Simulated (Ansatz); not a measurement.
CsPbCl$_{3}$:
```
CsPbCl3
1.0
    5.67138     0.00000     0.00000
    0.00000     5.67138     0.00000
    0.00000     0.00000     5.67138
Cs Pb Cl
1 1 3
Cartesian
  0.00000   0.00000   0.00000
  2.83569   2.83569   2.83569
  0.00000   2.83569   2.83569
  2.83569   2.83569   0.00000
  2.83569   0.00000   2.83569
```

Relaxed with r²SCAN.

### Question
Give the Bader charges and basin volumes of the independent atoms, the program Ansatz at the r²SCAN level (PAW).

### Answer


| atom | Bader charge (e) | Bader volume (Å³) |
|---|---|---|
| Cs1 | +0.91 | 44.3 |
| Pb2 | +1.32 | 23.1 |
| Cl3 | -0.74 | 37.3 |

Space group Pm-3m (cubic perovskite). This is a known high-temperature phase of the composition, computed here at zero pressure and temperature. Symmetry was held in the r²SCAN relaxation; its stability against distortions is not shown here. Scalar-relativistic: spin–orbit coupling is off unless named, which matters more the heavier the elements.

Potentials: the later of the program's two PAW sets.
